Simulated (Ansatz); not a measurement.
The cell is a measured one (Crystallography Open Database entry 1541020); the temperature and pressure of the measurement aren't taken into account, and nothing was relaxed. The listed cell was then made from it by scaling, straining or moving an atom.

NaTl: DFT, PBEsol, PAW with Ansatz's default frozen-core files, scalar-relativistic (Ansatz 0.2.0). What sets it apart from a plain run of this crystal: equal xy, yz and zx engineering shear strains of +2 %.

Command: `ansatz run input.yaml --threads 1 --pin off --max-ram 4096MiB --backend cpu --events-out ev --progress --plain --runs-dir out` The run took 12 s on 1 thread of Intel(R) Xeon(R) 6975P-C (Granite Rapids) (shared host), peak memory 0.63 GiB.

```yaml
crystal:
  lattice:
    - [0.074706, 3.772653, 3.772653]
    - [3.772653, 0.074706, 3.772653]
    - [3.772653, 3.772653, 0.074706]
  atoms:
    - { symbol: Na, position: [0.5, 0.5, 0.5] }
    - { symbol: Na, position: [0.75, 0.75, 0.75] }
    - { symbol: Tl, position: [0.0, 0.0, 0.0] }
    - { symbol: Tl, position: [0.25, 0.25, 0.25] }
kpoints:
  mp_grid: { grid: [10, 10, 10] }
scf:
  occupations: { method: fermi_dirac, width: 0.05 }
hamiltonian:
  xc: pbesol
  pseudopotentials: { kind: paw }
output:
  forces: true
  stress: true
  eigenvalues: true
  efg: { contact_densities: true }
  write_density: true
  write_potential: true
  elf: true
  volumetric_format: npy
```

Output (standing set-up lines are left out):

```
Crystal: 4 atoms, lattice volume = 104.202 Å³
Basis set: ecut = 420 eV, 2037 PW (Γ), exchange–correlation on 72×72×72 points (8 copies of the dense FFT grid, shifted against one another)
Symmetry: 12 space group operations
Space group: R-3m (ITA 166), of the structure as read, at distance tolerance 4.7e-5 Å
k-points: 116 of 1000
SCF iter   1: F=—  HF=-25543.623304 eV  |F-HF|=—  |Δ(HF+E_count)|=         —  Δρ=2.53e-3  dr2=5.33e-3  ethr=1.77e-3  ⟨swp⟩=6.2  Hψ=13138  notcnv=0
preconditioner: auto → Kerker (q_TF=auto, 2.363 Å⁻¹)  [metal: Δε(μ)=0.020 eV  Ē_g=12.252 eV  σ=0.050 eV  W_gap=0.10  n_scr=20 (ndim 8)  ℏωp=19.2 eV  f_vac=0.000  D(μ)=1.24/eV (n_scr^D=8)]
SCF iter   2: F=—  HF=-25543.617173 eV  |F-HF|=—  |Δ(HF+E_count)|=   6.13e-3  Δρ=8.43e-4  dr2=1.02e-3  ethr=1.21e-5  ⟨swp⟩=2.1  Hψ=6130  notcnv=0
SCF iter   3: F=—  HF=-25543.616924 eV  |F-HF|=—  |Δ(HF+E_count)|=   2.49e-4  Δρ=2.77e-4  dr2=1.94e-4  ethr=2.31e-6  ⟨swp⟩=2.9  Hψ=6721  notcnv=0
SCF iter   4: F=—  HF=-25543.616888 eV  |F-HF|=—  |Δ(HF+E_count)|=   3.55e-5  Δρ=9.78e-5  dr2=1.24e-5  ethr=4.40e-7  ⟨swp⟩=2.0  Hψ=4753  notcnv=0
SCF iter   5: F=—  HF=-25543.616897 eV  |F-HF|=—  |Δ(HF+E_count)|=   8.83e-6  Δρ=3.92e-5  dr2=3.38e-6  ethr=2.81e-8  ⟨swp⟩=2.0  Hψ=5231  notcnv=0
SCF iter   6: F=—  HF=-25543.616896 eV  |F-HF|=—  |Δ(HF+E_count)|=   1.05e-6  Δρ=2.43e-5  dr2=4.59e-7  ethr=7.67e-9  ⟨swp⟩=2.0  Hψ=3609  notcnv=0
SCF iter   7: F=-25543.616896 eV  HF=-25543.616896 eV  |F-HF|=1.21e-9  |Δ(HF+E_count)|=   1.43e-7  Δρ=3.40e-6  dr2=1.18e-8  ethr=2.27e-10  ⟨swp⟩=8.4  Hψ=20669  notcnv=0
SCF 1 converged in 7 iterations: F = -25543.616896 eV  dr2 = 1.18e-8
  greatest PAW one-centre occupation: 0.999 electrons in one spin orbital (limit 2), on the Na atom at site 1 (counted from 0), in its partial waves of l = 0
SCF converged after 7 iterations
Free energy (F): -25543.616896 eV
Harris-Foulkes:  -25543.616896 eV  (|F-HF|=1.21e-9)
Internal energy: -25543.606565 eV  (E = F + TS)
E sigma→0 (E₀):  -25543.611730 eV
Entropy (-TS):   -0.010331 eV (-2.583 meV/atom)
Fermi energy:    7.603908 eV
--- Per-component energies (eV) ---
  E_band       = -438.710447
  E_kinetic    = 910.641715
  E_local      = -4387.604034  (includes V_loc(G=0)·N_el)
  E_nonlocal   = 869.264934
  E_hartree    = 1590.373024
  E_xc         = -533.937598
  E_vxc        = -383.557685  (∫ρ·V_xc dr)
  E_paw        = -20543.621303  (= ΣΔE_a)
  E_vpaw       = -628.197896  (= ΣTr[D̂ρ^β])
  E_aug_tail   = 0.000032  (compensation charges beyond the density's cutoff)
  E_ewald      = -3448.909253
  E_core_change = 0.185918  (= ΣΔE_core)
  E_smearing   = -0.010331  (= −TS)
  E_closure    = 0.000000  (closes the sum)
  Σ components = -25543.616896   (vs F -25543.616896, Δ=0.00e0)
--- Forces (eV/Å), atoms counted from 1 ---
  atom   1  Na     0.00269906     0.00269906     0.00269906
  atom   2  Na    -0.00269906    -0.00269906    -0.00269906
  atom   3  Tl    -0.00932065    -0.00932065    -0.00932065
  atom   4  Tl     0.00932065     0.00932065     0.00932065
  max |Σ_I F_I| component: 5.20e-18 eV/Å
--- Stress (GPa, compression-positive) ---
        0.136674      -0.357054      -0.357054
       -0.357054       0.136674      -0.357054
       -0.357054      -0.357054       0.136674
  P = ⅓ Tr σ = 0.1367 GPa (1.367 kbar)
--- PAW observables at the nuclei: V_zz in 10²¹ V/m², potentials from the cell's mean, atoms counted from 1 ---
  atom   1  Na V_zz =    +0.032602   η = 0.0000   by run symmetry: allowed
            electrostatic potential = -980.017654 V   contact ρ = 5877.625505 e/Å³
  atom   2  Na V_zz =    +0.032602   η = 0.0000   by run symmetry: allowed
            electrostatic potential = -980.017654 V   contact ρ = 5877.625505 e/Å³
  atom   3  Tl V_zz =    +3.130413   η = 0.0000   by run symmetry: allowed
            electrostatic potential = -17130.223928 V   contact ρ = 15264428.317348 e/Å³
  atom   4  Tl V_zz =    +3.130413   η = 0.0000   by run symmetry: allowed
            electrostatic potential = -17130.223928 V   contact ρ = 15264428.317348 e/Å³
--- Band table (eV; the first three rows and the last of 116) ---
  k-point 0: bands = ["-45.1533", "-45.1441", "-17.2625", "-17.2625", "-17.2543", "-17.2203", "-17.2198", "-17.2198", "-4.2525", "-4.2525", "-4.2002", "-4.2002", "-4.1952", "-3.8622", "-3.8214", "-3.8214", "-3.7740", "-3.7740", "-1.3522", "4.7820", "8.3509", "8.4636", "8.4636", "9.1222", "9.3736", "9.3736", "9.8257"]
  k-point 1: bands = ["-45.1531", "-45.1443", "-17.2631", "-17.2625", "-17.2549", "-17.2200", "-17.2196", "-17.2192", "-4.2639", "-4.2546", "-4.2183", "-4.1829", "-4.1708", "-3.8665", "-3.8335", "-3.8290", "-3.7692", "-3.7650", "-1.2721", "4.5304", "7.8553", "8.1239", "8.2064", "9.3528", "9.5027", "9.6555", "10.8334"]
  k-point 2: bands = ["-45.1526", "-45.1448", "-17.2644", "-17.2626", "-17.2564", "-17.2202", "-17.2183", "-17.2179", "-4.2788", "-4.2592", "-4.2283", "-4.1534", "-4.1470", "-3.8740", "-3.8540", "-3.8464", "-3.7615", "-3.7519", "-1.0372", "3.8801", "7.1104", "7.7508", "7.8116", "9.8032", "10.0067", "10.0749", "11.5738"]
  k-point 115: bands = ["-45.1515", "-45.1459", "-17.2665", "-17.2665", "-17.2541", "-17.2221", "-17.2159", "-17.2159", "-4.2894", "-4.2894", "-4.1994", "-4.1399", "-4.1399", "-3.9055", "-3.8523", "-3.8523", "-3.7433", "-3.7433", "-0.1569", "1.9971", "6.4406", "7.3365", "7.3365", "9.9853", "9.9853", "10.9729", "13.3511"]
```
